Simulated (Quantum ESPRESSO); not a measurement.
# Si3TiO6FN: input and log of a self-consistent run

Simulated, not a measurement. The program is pw.x of Quantum ESPRESSO 7.5 (plane-wave density functional theory). The cell is made up: 12 atoms on a fluorite lattice, with randomly drawn elements, strain and displacements, not relaxed. PseudoDojo standard norm-conserving files (v0.5 for PBE, v0.4.1 for LDA and PBEsol) set the functional; there is no spin polarisation, spin-orbit coupling or dispersion term, and the masses in the input are unused placeholders. A spin-polarised start on this cell or one of its family kept no moment above 0.05 Bohr magneton at the same smearing; a narrower smearing was not tried.

Input:

```
&control calculation='scf', pseudo_dir='./dojo.nc.sr.pbe.v0_5.standard.upf', outdir='./o', disk_io='low', tprnfor=.true., tstress=.true. /
&system ibrav=0, nat=12, ntyp=5, nbnd=46, ecutwfc=84.00895049, nosym=.true., tot_charge=0,
 occupations='smearing', smearing='fd', degauss=0.0073498644
/
&electrons conv_thr=7.350e-09, electron_maxstep=60, /
ATOMIC_SPECIES
F 1.0 F.upf
N 1.0 N.upf
O 1.0 O.upf
Si 1.0 Si.upf
Ti 1.0 Ti.upf
CELL_PARAMETERS angstrom
4.6133 0.0 0.0
0.0 4.6133 0.0
0.0 0.0 4.6133
ATOMIC_POSITIONS angstrom
Si -0.032 -0.1214 -0.022
Si -0.0413 2.3668 2.2545
Si 2.3526 -0.0084 2.288
Ti 2.3462 2.2652 -0.1288
O 1.2547 1.0674 1.1778
F 1.0917 1.1263 3.5029
O 1.1374 3.4115 1.0794
O 1.1071 3.4482 3.4085
N 3.4789 1.1591 1.1674
O 3.3849 1.1917 3.4249
O 3.4821 3.3449 1.152
O 3.4792 3.4454 3.4156
K_POINTS automatic
7 7 7 1 1 1
```

The log is shortened where brackets say so; the opening notice, blank lines, dates and the lines on written files are dropped, and the path of the files is cut. It prints rydbergs, bohrs and kilobars, and counts compression as positive stress.

```
     Program PWSCF v.7.5
     Parallel version (MPI & OpenMP), running on       4 processor cores
     Number of MPI processes:                 4
     Threads/MPI process:                     1
     [start-up lines left out]
     bravais-lattice index     =            0
     lattice parameter (alat)  =       8.7179  a.u.
     unit-cell volume          =     662.5699 (a.u.)^3
     number of atoms/cell      =           12
     number of atomic types    =            5
     number of electrons       =        72.00
     number of Kohn-Sham states=           46
     kinetic-energy cutoff     =      84.0090  Ry
     charge density cutoff     =     336.0358  Ry
     scf convergence threshold =      7.3E-09
     mixing beta               =       0.7000
     number of iterations used =            8  plain     mixing
     Exchange-correlation= PBE
                           (   1   4   3   4   0   0   0)
     [axes and pseudopotential details left out]
   Cartesian axes
     site n.     atom                  positions (alat units)
         1        Si     tau(   1) = (  -0.0069365  -0.0263152  -0.0047688  )
         2        Si     tau(   2) = (  -0.0089524   0.5130384   0.4886957  )
         3        Si     tau(   3) = (   0.5099603  -0.0018208   0.4959573  )
         4        Ti     tau(   4) = (   0.5085730   0.4910151  -0.0279193  )
         5        O      tau(   5) = (   0.2719745   0.2313745   0.2553053  )
         6        F      tau(   6) = (   0.2366419   0.2441419   0.7593046  )
         7        O      tau(   7) = (   0.2465480   0.7394923   0.2339757  )
         8        O      tau(   8) = (   0.2399801   0.7474476   0.7388420  )
         9        N      tau(   9) = (   0.7541023   0.2512518   0.2530510  )
        10        O      tau(  10) = (   0.7337264   0.2583183   0.7423970  )
        11        O      tau(  11) = (   0.7547959   0.7250558   0.2497128  )
        12        O      tau(  12) = (   0.7541673   0.7468407   0.7403811  )
     number of k points=   172  Fermi-Dirac smearing, width (Ry)=  0.0073
     Number of k-points >= 100: set verbosity='high' to print them.
     Dense  grid:    68891 G-vectors     FFT dimensions: (  54,  54,  54)
     Estimated max dynamical RAM per process >     368.46 MB
     Estimated total dynamical RAM >       1.39 GB
     Initial potential from superposition of free atoms
     starting charge      71.9965, renormalised to      72.0000
     Starting wfcs are   54 randomized atomic wfcs
     total cpu time spent up to now is        5.4 secs
     per-process dynamical memory:   331.6 Mb
     Self-consistent Calculation
     iteration #  1     ecut=    84.01 Ry     beta= 0.70
     Davidson diagonalization with overlap
     ethr =  1.00E-02,  avg # of iterations =  2.9
     total cpu time spent up to now is       17.9 secs
     total energy              =    -411.05231124 Ry
     estimated scf accuracy    <       3.57288055 Ry
     iteration #  2     ecut=    84.01 Ry     beta= 0.70
     Davidson diagonalization with overlap
     ethr =  4.96E-03,  avg # of iterations =  2.0
     total cpu time spent up to now is       30.9 secs
     total energy              =    -407.82257311 Ry
     estimated scf accuracy    <      29.85995202 Ry
     iteration #  3     ecut=    84.01 Ry     beta= 0.70
     Davidson diagonalization with overlap
     ethr =  4.96E-03,  avg # of iterations =  4.6
     total cpu time spent up to now is       43.8 secs
     total energy              =    -412.59430953 Ry
     estimated scf accuracy    <       2.52308008 Ry
     iteration #  4     ecut=    84.01 Ry     beta= 0.70
     Davidson diagonalization with overlap
     ethr =  3.50E-03,  avg # of iterations =  2.0
     total cpu time spent up to now is       53.8 secs
     total energy              =    -412.74469399 Ry
     estimated scf accuracy    <       0.64370547 Ry
     iteration #  5     ecut=    84.01 Ry     beta= 0.70
     Davidson diagonalization with overlap
     ethr =  8.94E-04,  avg # of iterations =  6.1
     total cpu time spent up to now is       65.9 secs
     total energy              =    -412.71381361 Ry
     estimated scf accuracy    <       0.28666713 Ry
     [iterations 6 to 10 left out]
     iteration # 11     ecut=    84.01 Ry     beta= 0.70
     Davidson diagonalization with overlap
     ethr =  7.13E-08,  avg # of iterations =  1.8
     total cpu time spent up to now is      137.7 secs
     total energy              =    -412.73489541 Ry
     estimated scf accuracy    <       0.00001172 Ry
     iteration # 12     ecut=    84.01 Ry     beta= 0.70
     Davidson diagonalization with overlap
     ethr =  1.63E-08,  avg # of iterations =  2.0
     total cpu time spent up to now is      147.6 secs
     total energy              =    -412.73489618 Ry
     estimated scf accuracy    <       0.00000166 Ry
     iteration # 13     ecut=    84.01 Ry     beta= 0.70
     Davidson diagonalization with overlap
     ethr =  2.31E-09,  avg # of iterations =  2.0
     total cpu time spent up to now is      157.9 secs
     total energy              =    -412.73489653 Ry
     estimated scf accuracy    <       0.00000034 Ry
     iteration # 14     ecut=    84.01 Ry     beta= 0.70
     Davidson diagonalization with overlap
     ethr =  4.69E-10,  avg # of iterations =  1.2
     total cpu time spent up to now is      167.3 secs
     total energy              =    -412.73489655 Ry
     estimated scf accuracy    <       0.00000003 Ry
     iteration # 15     ecut=    84.01 Ry     beta= 0.70
     Davidson diagonalization with overlap
     ethr =  3.67E-11,  avg # of iterations =  2.1
     total cpu time spent up to now is      178.4 secs
     End of self-consistent calculation
     Number of k-points >= 100: set verbosity='high' to print the bands.
     the Fermi energy is    13.0217 ev
!    total energy              =    -412.73489656 Ry
     estimated scf accuracy    <          2.2E-09 Ry
     smearing contrib. (-TS)   =      -0.00482850 Ry
     internal energy E=F+TS    =    -412.73006806 Ry
     The total energy is F=E-TS. E is the sum of the following terms:
     one-electron contribution =     -85.63247622 Ry
     hartree contribution      =      96.17769143 Ry
     xc contribution           =     -95.29690267 Ry
     ewald contribution        =    -327.97838060 Ry
     convergence has been achieved in  15 iterations
     Forces acting on atoms (cartesian axes, Ry/au):
     atom    1 type  4   force =    -0.04441062   -0.03380558    0.12901891
     atom    2 type  4   force =    -0.05176501    0.02581326   -0.12823648
     atom    3 type  4   force =     0.06067366   -0.01474849   -0.13644668
     atom    4 type  5   force =     0.04689229    0.02330539    0.19493829
     atom    5 type  3   force =    -0.01440825   -0.01099560    0.06351301
     atom    6 type  1   force =    -0.06052018   -0.02527521   -0.01881562
     atom    7 type  3   force =    -0.04899752    0.01646720    0.02620217
     atom    8 type  3   force =    -0.01265559    0.05588194   -0.06364481
     atom    9 type  2   force =     0.10447952   -0.11109227   -0.00673887
     atom   10 type  3   force =     0.01888291   -0.08813927   -0.04091726
     atom   11 type  3   force =    -0.02046102    0.07333314   -0.00172399
     atom   12 type  3   force =     0.02228982    0.08925549   -0.01714868
     Total force =     0.412529     Total SCF correction =     0.000126
     Computing stress (Cartesian axis) and pressure
          total   stress  (Ry/bohr**3)                   (kbar)     P=      184.69
   0.00125779  -0.00027289  -0.00013271          185.03      -40.14      -19.52
  -0.00027289   0.00132055  -0.00009844          -40.14      194.26      -14.48
  -0.00013271  -0.00009844   0.00118809          -19.52      -14.48      174.77
     init_run     :      5.04s CPU      5.23s WALL (       1 calls)
     electrons    :    172.52s CPU    173.01s WALL (       1 calls)
     forces       :      2.25s CPU      2.25s WALL (       1 calls)
     stress       :      7.68s CPU      7.69s WALL (       1 calls)
     [timing details left out]
     PWSCF        :   3m 7.69s CPU   3m 8.42s WALL
     JOB DONE.
```

In other units: free energy -5615.544 eV for the cell, pressure 18.47 GPa, largest force component 5.012 eV/Å. A rerun of the same cell at another strain at a cutoff of 1437 eV and k mesh 9 x 9 x 9 moved values by no more than 0.006 eV in energy, 0.08 GPa in stress and 0.013 eV/Å in force.